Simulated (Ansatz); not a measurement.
Steps from a short run of molecular dynamics on a 2×2×1 supercell (16 atoms) of Si₃Sn (ordering on diamond), relaxed with r2SCAN; forces from PBE in the PAW code Ansatz, 2×2×2 mesh, Fermi-Dirac smearing of 0.190 eV, Langevin thermostat and barostat (NPT), set at 2200 K. Spin polarisation is off, nuclei are classical, and the run is far too short for thermal averages. The structure comes from a prototype and may be hypothetical.

**Question.** At 3 fs the positions in Å are
```
cell (Å): 8.076 0.000 0.000; 0.000 8.076 0.000; 0.000 0.000 5.749
Si   2.027  -0.007   4.446
Si   1.985   2.027  -0.001
Si  -0.010   1.992   1.302
Sn  -0.006   0.008   2.870
Si   2.009   4.026   4.396
Si   2.003   6.049   0.006
Si  -0.026   6.096   1.276
Sn   0.000   4.040   2.868
Si   6.046   0.005   4.475
Si   6.039   2.033   0.026
Si   4.030   1.992   1.249
Sn   4.061   0.011   2.879
Si   6.079   4.007   4.472
Si   6.060   6.083   0.047
Si   4.005   6.062   1.330
Sn   4.046   4.024   2.872
```
What are the forces, and how far does the free energy (smearing included) lie above that of step 0, with the atoms on their sites?

**Answer.** 5.8 meV an atom; forces in eV/Å:
```
cell (Å), as above: 8.076 0.000 0.000; 0.000 8.076 0.000; 0.000 0.000 5.749
Si  -0.069   0.071   0.272
Si   0.135  -0.100  -0.248
Si  -0.094   0.374  -0.259
Sn   0.015  -0.132   0.380
Si   0.135   0.108   0.791
Si   0.032  -0.058  -0.234
Si   0.311  -0.360   0.113
Sn  -0.213   0.101  -0.338
Si   0.224   0.073   0.216
Si   0.273  -0.287  -0.207
Si  -0.255   0.271   0.177
Sn  -0.201   0.041   0.023
Si  -0.190   0.525   0.218
Si  -0.513  -0.348  -0.433
Si   0.202  -0.074  -0.423
Sn   0.209  -0.204  -0.048
```

**Question.** At 15 fs the positions in Å are
```
cell (Å): 8.071 0.000 0.000; 0.000 8.071 0.000; 0.000 0.000 5.745
Si   2.011  -0.046   4.438
Si   1.839   2.050   0.010
Si  -0.088   1.927   1.307
Sn  -0.040   0.035   2.860
Si   2.005   4.004   4.210
Si   1.959   6.036   0.015
Si  -0.087   6.212   1.202
Sn  -0.019   4.067   2.859
Si   5.954  -0.001   4.592
Si   5.939   2.017   0.102
Si   3.974   1.915   1.113
Sn   4.115   0.031   2.909
Si   6.189   3.888   4.559
Si   6.026   6.136   0.231
Si   3.858   6.084   1.423
Sn   4.058   3.946   2.860
```
What are the forces, and how far does the free energy (smearing included) lie above that of step 0, with the atoms on their sites?

**Answer.** 96.3 meV an atom; forces in eV/Å:
```
cell (Å), as above: 8.071 0.000 0.000; 0.000 8.071 0.000; 0.000 0.000 5.745
Si  -0.088   0.606   0.267
Si   0.760  -0.287  -1.107
Si  -0.337   1.377  -0.159
Sn  -0.131  -0.570   1.591
Si   0.108   0.075   2.569
Si  -0.045  -0.327  -0.847
Si   1.470  -1.082   1.150
Sn  -0.689   0.202  -1.353
Si   1.145  -0.049  -0.175
Si   1.413  -0.647  -0.700
Si  -1.542   0.515   1.403
Sn  -0.910   0.337  -0.083
Si  -1.151   1.760  -0.102
Si  -2.171  -1.040  -1.705
Si   0.896  -0.571  -0.480
Sn   1.272  -0.300  -0.271
```

**Question.** At 21 fs the positions in Å are
```
cell (Å): 8.071 0.000 0.000; 0.000 8.071 0.000; 0.000 0.000 5.746
Si   2.002  -0.059   4.457
Si   1.773   2.049   0.018
Si  -0.122   1.910   1.292
Sn  -0.058   0.042   2.840
Si   2.013   4.006   4.161
Si   1.936   6.050   0.013
Si  -0.089   6.246   1.199
Sn  -0.034   4.083   2.851
Si   5.909   0.001   4.676
Si   5.883   1.967   0.097
Si   3.946   1.869   1.093
Sn   4.141   0.039   2.925
Si   6.209   3.844   4.611
Si   5.950   6.139   0.296
Si   3.785   6.072   1.432
Sn   4.058   3.894   2.841
```
What are the forces, and how far does the free energy (smearing included) lie above that of step 0, with the atoms on their sites?

**Answer.** 135.7 meV an atom; forces in eV/Å:
```
cell (Å), as above: 8.071 0.000 0.000; 0.000 8.071 0.000; 0.000 0.000 5.746
Si  -0.142   0.904  -0.020
Si   1.216  -0.258  -1.362
Si  -0.656   1.669  -0.037
Sn  -0.066  -0.571   2.206
Si  -0.137  -0.001   2.920
Si  -0.122  -0.591  -1.018
Si   0.764  -1.347   0.815
Sn  -0.827   0.089  -1.365
Si   1.359  -0.652  -0.783
Si   1.866  -0.120  -0.400
Si  -2.086   0.587   1.522
Sn  -1.141   0.060  -0.165
Si  -1.200   2.035  -0.399
Si  -1.484  -1.144  -1.590
Si   1.106  -0.503  -0.011
Sn   1.549  -0.157  -0.312
```

**Question.** At 24 fs the positions in Å are
```
cell (Å): 8.072 0.000 0.000; 0.000 8.072 0.000; 0.000 0.000 5.747
Si   2.002  -0.048   4.474
Si   1.736   2.047   0.019
Si  -0.128   1.911   1.284
Sn  -0.067   0.043   2.830
Si   2.009   4.004   4.159
Si   1.922   6.057   0.013
Si  -0.089   6.255   1.201
Sn  -0.042   4.092   2.844
Si   5.898   0.009   4.721
Si   5.858   1.933   0.086
Si   3.926   1.849   1.083
Sn   4.153   0.045   2.932
Si   6.207   3.835   4.634
Si   5.902   6.143   0.333
Si   3.756   6.071   1.431
Sn   4.062   3.871   2.827
```
What are the forces, and how far does the free energy (smearing included) lie above that of step 0, with the atoms on their sites?

**Answer.** 150.3 meV an atom; forces in eV/Å:
```
cell (Å), as above: 8.072 0.000 0.000; 0.000 8.072 0.000; 0.000 0.000 5.747
Si  -0.197   0.872  -0.176
Si   1.562  -0.197  -1.492
Si  -1.017   1.682   0.123
Sn   0.019  -0.495   2.404
Si  -0.101  -0.007   2.806
Si  -0.117  -0.634  -1.108
Si   0.329  -1.434   0.640
Sn  -0.847   0.036  -1.231
Si   1.345  -1.287  -1.248
Si   1.997   0.573  -0.073
Si  -2.184   0.609   1.520
Sn  -1.179  -0.057  -0.158
Si  -1.141   2.005  -0.486
Si  -0.952  -1.124  -1.585
Si   1.062  -0.485   0.272
Sn   1.422  -0.057  -0.210
```

**Question.** At 27 fs the positions in Å are
```
cell (Å): 8.078 0.000 0.000; 0.000 8.078 0.000; 0.000 0.000 5.750
Si   1.997  -0.033   4.494
Si   1.702   2.052   0.018
Si  -0.138   1.919   1.281
Sn  -0.077   0.039   2.823
Si   1.996   4.000   4.166
Si   1.908   6.068   0.017
Si  -0.091   6.265   1.209
Sn  -0.051   4.106   2.833
Si   5.895   0.019   4.768
Si   5.846   1.910   0.075
Si   3.899   1.834   1.069
Sn   4.167   0.052   2.936
Si   6.205   3.836   4.654
Si   5.864   6.146   0.368
Si   3.741   6.065   1.428
Sn   4.071   3.848   2.815
```
What are the forces, and how far does the free energy (smearing included) lie above that of step 0, with the atoms on their sites?

**Answer.** 161.5 meV an atom; forces in eV/Å:
```
cell (Å), as above: 8.078 0.000 0.000; 0.000 8.078 0.000; 0.000 0.000 5.750
Si  -0.186   0.789  -0.323
Si   1.762  -0.162  -1.561
Si  -1.251   1.611   0.296
Sn   0.081  -0.309   2.537
Si   0.082   0.027   2.591
Si  -0.086  -0.660  -1.202
Si  -0.017  -1.517   0.457
Sn  -0.862  -0.030  -1.059
Si   1.263  -2.022  -1.750
Si   1.867   1.350   0.361
Si  -2.016   0.608   1.432
Sn  -1.190  -0.188  -0.102
Si  -1.068   1.931  -0.552
Si  -0.460  -1.056  -1.648
Si   0.924  -0.423   0.553
Sn   1.156   0.051  -0.032
```

**Question.** At 30 fs the positions in Å are
```
cell (Å): 8.085 0.000 0.000; 0.000 8.085 0.000; 0.000 0.000 5.756
Si   1.993  -0.023   4.510
Si   1.673   2.058   0.015
Si  -0.143   1.935   1.281
Sn  -0.086   0.032   2.818
Si   1.984   3.998   4.187
Si   1.900   6.076   0.023
Si  -0.095   6.273   1.213
Sn  -0.062   4.123   2.817
Si   5.905   0.026   4.806
Si   5.834   1.896   0.071
Si   3.876   1.822   1.053
Sn   4.183   0.059   2.940
Si   6.207   3.852   4.672
Si   5.828   6.146   0.394
Si   3.737   6.057   1.438
Sn   4.081   3.825   2.801
```
What are the forces, and how far does the free energy (smearing included) lie above that of step 0, with the atoms on their sites?

**Answer.** 167.9 meV an atom; forces in eV/Å:
```
cell (Å), as above: 8.085 0.000 0.000; 0.000 8.085 0.000; 0.000 0.000 5.756
Si  -0.157   0.707  -0.410
Si   1.950  -0.167  -1.643
Si  -1.508   1.438   0.505
Sn   0.138  -0.077   2.567
Si   0.213   0.064   2.253
Si  -0.010  -0.636  -1.221
Si  -0.303  -1.560   0.278
Sn  -0.750  -0.081  -0.800
Si   1.163  -2.596  -2.115
Si   1.850   2.056   0.596
Si  -1.927   0.568   1.400
Sn  -1.190  -0.268  -0.028
Si  -1.033   1.720  -0.545
Si   0.061  -0.954  -1.734
Si   0.640  -0.346   0.689
Sn   0.863   0.133   0.207
```
